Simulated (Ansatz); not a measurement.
Sr2FeH6:
```xyz
9
Lattice="0.0000 3.6303 3.6303 3.6303 0.0000 3.6303 3.6303 3.6303 0.0000" Properties=species:S:1:pos:R:3 pbc="T T T"
Sr     5.4455     5.4455     5.4455
Sr     1.8152     1.8152     1.8152
Fe     0.0000     0.0000     0.0000
H      3.6303     3.6303     5.6711
H      3.6303     3.6303     1.5896
H      5.6711     3.6303     3.6303
H      1.5896     3.6303     3.6303
H      3.6303     5.6711     3.6303
H      3.6303     1.5896     3.6303
```

Relaxed with LDA. Special points in fractions of this cell's reciprocal vectors: Γ (0.000, 0.000, 0.000); X (0.500, 0.000, 0.500); U (0.625, 0.250, 0.625); K (0.375, 0.375, 0.750); L (0.500, 0.500, 0.500); W (0.500, 0.250, 0.750).

Task: List the band energies nearest the valence-band maximum at these points for DFT-LDA in the program Ansatz with PAW potentials.

Result: In eV from the valence-band maximum; about four levels below and three above (degenerate sets whole), none deeper than 8.9 eV; points with the same levels are listed once.

```
k                             below                above
-  --------------------------------  -------------------
Γ  -3.34 -3.34 -3.34 0.00 0.00 0.00       2.44 2.44 3.65
X     -2.28 -2.28 -0.61 -0.10 -0.10       1.11 2.66 3.06
U           -2.25 -0.34 -0.12 -0.11       1.33 3.04 3.11
L     -2.48 -2.48 -0.31 -0.10 -0.10       2.54 2.54 3.35
W           -2.30 -0.23 -0.23 -0.08  1.35 2.98 3.23 3.23
```

Space group Fm-3m. The first step of the workflow began from a Materials Project structure, measured or hypothetical; the Crystallography Open Database copy checked does not list it. Its standing as an ambient phase is unchecked. The LDA relaxation kept the symmetry of its start; phonons on a q-mesh show no instability. The run is not spin-polarised. Scalar-relativistic: spin–orbit coupling is off unless named, which matters more the heavier the elements.

Potentials: the later of the program's two PAW sets.
